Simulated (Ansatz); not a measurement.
Space group I4/mmm (No. 139). a = 4.088 Å, b = 4.088 Å, c = 8.522 Å, α = 90.00°, β = 90.00°, γ = 90.00°
```tsv
atom	site	symmetry	x	y	z
Li	2b	4/mmm	0.5000	0.5000	0.0000
Li	4d	-4m2	0.5000	0.0000	0.2500
Ta	2a	4/mmm	0.0000	0.0000	0.0000
O	4c	mmm.	0.5000	0.0000	0.0000
O	4e	4mm	0.5000	0.5000	0.2750
```

Equation of state of this Li₃TaO₄ structure (not necessarily the ground state), with shape and atoms relaxed at each volume where symmetry leaves them free. The calculation used DFT r2SCAN, scalar-relativistic, plane waves, PAW (Ansatz).

Settings: cutoff 500 eV, Γ-centred mesh 10×10×10 on the computed 8-atom cell, Gaussian smearing of 0.02 eV; no spin polarisation.

| V (Å³/atom) | E − E(largest V) (meV/atom) | P (GPa) | gap on mesh (eV) |
| --- | --- | --- | --- |
| 8.367 | 4.11 | 7.65 | 2.03 |
| 8.634 | -4.90 | 3.32 | 2.05 |
| 8.901 | -7.56 | 0.03 | 2.09 |
| 9.169 | -5.46 | -2.40 | 2.10 |
| 9.436 | 0.00 | -4.03 | 2.10 |

Q: Fit a third-order Birch–Murnaghan equation to E(V).

A: V0 = 8.90 Å³/atom, B0 = 94 GPa, B0' = 9.5. B0' is unusual or poorly fixed by this range.

Spin-orbit coupling is left out, which matters for the bands of heavy elements.

Cost: 5 runs of about 16 core-minutes in all, on AMD EPYC (Zen 3) (shared hosts).